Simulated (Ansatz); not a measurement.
**Vibrational response of HgPd**

The calculation used Ansatz 0.2.0, DFT PBEsol, scalar-relativistic, plane waves, PAW. Cutoff 420 eV, 14×14×12 k-points (Γ-centred), Fermi-Dirac smearing of 0.15 eV. No spin polarisation. Phonons by linear response, acoustic sum rule imposed.

Equilibrium structure at this level:
```xyz
2
Lattice="3.0240 0.0000 0.0000 0.0000 3.0240 0.0000 0.0000 0.0000 3.7098" Properties=species:S:1:pos:R:3 pbc="T T T"
Hg    0.0000    0.0000    0.0000
Pd    1.5120    1.5120    1.8549
```

In a metal, frequencies and elastic constants depend on the k mesh and the smearing, soft modes and shear constants most. Spin–orbit coupling is left out, which can shift energies with elements as heavy as these.

Optical modes at Γ; i marks an imaginary frequency:
```csv
frequency (cm⁻¹),degeneracy
127,2
167,1
```

All 3 optical modes at Γ are real: no displacement of atoms at fixed cell lowers the energy to second order. Strains and modes at other wave vectors aren't tested by this run.